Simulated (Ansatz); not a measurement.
Values for one crystal, relaxed and computed with DFT-LDA in the program Ansatz with PAW potentials; other levels are named.

* **Volume per atom**: 14.76 Å³
* **Electronic character**: metallic (no gap)
* **Poisson's ratio**: 0.39
* **Debye temperature from the elastic constants**: 255 K
* **Elastic constants (relaxed ions, GPa)**: C11 = 384, C12 = 270, C44 = 91.6
* **Mechanical stability**: stable (all eigenvalues of C positive)
* **Bulk modulus (Birch–Murnaghan fit)**: 3070 kbar

Q: Pick the material that matches.
(A) Rh, fcc (Cu type)
(B) Pt, fcc (Cu type)
(C) Cu, fcc (Cu type)
(D) Nb, fcc (Cu type)

A: B, Pt, fcc (Cu type)

Space group Fm-3m (fcc (Cu type)). Symmetry was held in the LDA relaxation. The run is not spin-polarised. As this level gives no gap, shear constants depend on the k-mesh and smearing (Fermi–Dirac, 0.1 eV here). On the denser mesh and wider smearing of the elastic run this cell carries a stress of 0.4 GPa. Spin–orbit coupling is left out wherever it is not named.

Potentials: the earlier of the program's two PAW sets. The files were generated under PBE; for other functionals the program regenerates the frozen cores, and for LDA and PBEsol the local potential too.
